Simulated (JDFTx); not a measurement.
Unstrained cell:

System: Ag(100) (Fm-3m bulk; lattice of mp-124, not re-optimised at this level), 1x1 cell of 5 atoms in 5 planes, area 8.42 Å² a face, 8.4 Å between the outermost planes in a cell 24.2 Å high; k mesh 8×8×1, Fermi width 0.01 Ha, no spin polarisation.

Level of theory: PBE, GBRV ultrasoft potentials, plane waves to 20/100 Ha; code: a modified build of JDFTx. The in-plane lattice is scaled by the biaxial strain ε at a fixed k mesh and cell height, and all atoms off the mid-plane are relaxed in vacuum within the cell's symmetry. Zero strain is the lattice given, not this level's minimum.

Liquid: linear PCM (GLSSA13), water, 1 M NaCl. U vs SHE = −μ/e − 4.44 V throughout (conventional absolute potential of the hydrogen electrode).

| ε (%) | U_pzc (V vs SHE) |
|---|---|
| -3 | -0.31 |
| -1.5 | -0.35 |
| 0 | -0.38 |
| 1.5 | withheld |
| 3 | -0.42 |

Task: Fit U_pzc = sε + U₀ to the other rows by least squares, predict the withheld value, and compare with the run.

Result: The fit gives s (V/%) = -0.0179, U₀ (V) = -0.372, with a root-mean-square miss of 0.007 V on its own rows. It predicts -0.40 V; the run gives -0.40 V, the same to these digits.
